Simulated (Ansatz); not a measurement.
# Optical constants of SiO2

Level of theory: DFT LDA, scalar-relativistic, plane waves, PAW in Ansatz. Cutoff 420 eV, 8×8×8 k-points (Γ-centred), Gaussian smearing of 0.01 eV. No spin polarisation.

Equilibrium structure at this level:
```xyz
6
Lattice="-2.4633 2.4633 3.6421 2.4633 -2.4633 3.6421 2.4633 2.4633 -3.6421" Properties=species:S:1:pos:R:3 pbc="T T T"
Si    0.0000    0.0000    0.0000
Si    0.0000    2.4633    1.8210
O     1.2316    2.9520    2.7316
O     0.4887    1.2316    0.9105
O    -1.2316    1.9746    2.7316
O    -0.4887    3.6949    0.9105
```

Independent-particle response (no local fields, no excitons) on a 12×12×12 mesh, broadened by 0.1 eV. Light polarised along x.

Problem. Tabulate n, κ, the reflectivity and the absorption coefficient against photon energy.

Solution.
```csv
E (eV),n,κ,R,α (10⁵ cm⁻¹)
0.3,1.55,0.00,0.05,0.00
0.7,1.55,0.00,0.05,0.00
1.1,1.55,0.00,0.05,0.00
1.5,1.55,0.00,0.05,0.00
1.9,1.56,0.00,0.05,0.00
2.3,1.56,0.00,0.05,0.00
2.7,1.57,0.00,0.05,0.00
3.1,1.58,0.00,0.05,0.00
3.5,1.58,0.00,0.05,0.00
3.9,1.60,0.00,0.05,0.00
4.3,1.61,0.00,0.05,0.00
4.7,1.62,0.00,0.06,0.00
5.1,1.64,0.00,0.06,0.00
5.5,1.66,0.00,0.06,0.00
5.9,1.69,0.00,0.07,0.00
6.3,1.72,0.00,0.07,0.01
6.7,1.77,0.00,0.08,0.03
7.1,1.83,0.01,0.09,0.07
7.5,1.94,0.08,0.10,0.63
7.9,1.96,0.16,0.11,1.30
8.3,1.99,0.22,0.11,1.84
8.7,2.08,0.31,0.13,2.75
9.1,2.10,0.48,0.15,4.38
9.5,2.09,0.76,0.17,7.28
9.9,1.67,0.78,0.14,7.80
10.3,1.66,0.69,0.12,7.22
10.7,1.75,0.52,0.11,5.65
11.1,1.55,0.92,0.16,10.34
11.5,1.58,0.76,0.13,8.87
11.9,1.56,0.71,0.12,8.61
```

Problem. Where is the highest local maximum of ε₂ between 0.3 and 12 eV?

Solution. At 9.7 eV, where ε₂ = 3.6.

Problem. How do the static value and the gaps compare?

Solution. ε₁(0) = 2.39; on the self-consistent k mesh the Kohn–Sham gap is 5.76 eV and the least direct gap 5.76 eV.

This form isn't the usual stable structure of the compound.

Cost: 1 run of about 1.7 core-minutes, on Intel Xeon 6975P-C (Granite Rapids) (shared hosts).